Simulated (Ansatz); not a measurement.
SiB₆:
```
SiB6
1.0
    3.04701     1.75919     4.04723
   -3.04701     1.75919     4.04723
    0.00000    -3.51838     4.04723
B Si
12 2
Cartesian
  0.95591   0.55190   1.43758
 -0.95591   0.55190   1.43758
  0.00000  -1.10379   1.43758
  1.67168  -0.96514   7.77269
  0.00000   1.93029   7.77269
 -1.67168  -0.96514   7.77269
 -1.67168   0.96514   4.36899
  0.00000  -1.93029   4.36899
  1.67168   0.96514   4.36899
 -0.95591  -0.55190  10.70410
  0.95591  -0.55190  10.70410
  0.00000   1.10379  10.70410
  0.00000   0.00000   7.23295
  0.00000   0.00000   4.90873
```

Relaxed with PBE. Special points in fractions of this cell's reciprocal vectors: Γ (0.000, 0.000, 0.000); T (0.500, 0.500, 0.500); H2 (0.707, 0.293, 0.500); H0 (0.500, -0.293, 0.293); L (0.500, 0.000, 0.000); S0 (0.396, -0.396, 0.000); S2 (0.604, 0.000, 0.396); F (0.500, 0.000, 0.500).

Problem. List the band energies nearest the Fermi level at these points for PBE (plane waves, PAW; program Ansatz).

Solution. In eV from the Fermi level; about four levels below and three above (degenerate sets whole), none deeper than 8.9 eV; points with the same levels are listed once.

```csv
k,below,above
Γ,-1.35 -1.35 -0.47 -0.44 -0.44,0.75 0.75 4.75 4.75
T,-1.72 -0.91 -0.59 -0.59,0.16 0.28 0.28
H2,-1.04 -0.97 -0.19 -0.09,3.73 4.29 4.99
L,-0.65 -0.60 -0.28 -0.13,3.23 3.92 4.54
S0,-1.06 -0.29 -0.21 -0.06,3.40 4.53 4.56
F,-1.07 -0.86 -0.64 -0.10,0.24 3.31 4.59
```

Space group R-3m. The start of the workflow was typed in or built on a structure type; neither database checked (COD, Materials Project) lists it. COD files the formula under space group No. 221. Whether it is the stable phase at ambient conditions was not checked. The cell was relaxed with PBE under the symmetry of its start; whether a distortion lowers the energy is not shown. The volume moved by 19 % from the start of the relaxation.

Potentials: the earlier of the program's two PAW sets.
